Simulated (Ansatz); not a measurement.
Mn₂ZnAs₂: reading a single point

```
Mn As Zn
1.0
     4.12567    0.00000    0.00000
    -2.06284    3.57294    0.00000
     0.00000    0.00000    6.61477
Mn As Zn
2 2 1
Direct
  0.33330 0.66670 0.36944
  0.66670 0.33330 0.63056
  0.33330 0.66670 0.76793
  0.66670 0.33330 0.23207
  0.00000 0.00000 0.00000
```

Single point in Ansatz 0.2.0 with PBE, no spin polarisation. Cutoff 420 eV, PAW datasets, 9×9×5 Γ-centred k mesh, fermi-dirac filling (width 0.0768 eV).

Charges: Bader charges in e: Mn +0.49, Zn +0.53, As -0.75. In the mean Zn gives up most and As takes most.
Contacts: Mn–As at 2.55 Å: least valence density 0.38 e/Å³ and ELF 0.43 there. As–Zn at 2.83 Å: least valence density 0.21 e/Å³ and ELF 0.27 there. Mn–Mn at 2.94 Å: least valence density 0.20 e/Å³ and ELF 0.39 there. These are pseudo-fields; inside the PAW spheres they differ from the all-electron ones.
Stress: The pressure is -16.6 GPa (compression positive), so with the atoms held at these fractions the cell would first shrink; the forces are large, so a full relaxation may end otherwise. The principal stresses -18.5, -15.6, -15.6 GPa differ, so its shape would change too.
At the Fermi level: It is a metal, with about 10 states/eV a cell as the mean within 0.25 eV of the Fermi level, mostly Mn d (90 %).
Formation energy: 0.54 eV an atom against the elements' usual phases (free molecules for gases, crystals otherwise, with no correction for O₂ or N₂), so at this geometry it isn't bound against them. Relaxing would lower it.

Origin: a database entry at a rescaled volume. Caveats: no spin polarisation, so a magnetic state may lie lower; atoms or cell far from equilibrium.
